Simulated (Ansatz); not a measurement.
A relaxed 1×1 slab of 5 planes, cut along (110) from a fcc crystal of one element, has a cell area of 11.62 Å² and a bulk spacing of 1.433 Å between its first planes. All-electron LAPW in Ansatz 0.2.0 (PBEsol, scalar-relativistic, no spin polarisation) gives γ = 1.19 J/m², Φ = 4.34 eV and a change of the outer spacing of -7.9 %. The fcc structure needn't be the element's own.

**Question.** Which element is it?

**Answer.** Ag. Neighbours weren't tried against these numbers.
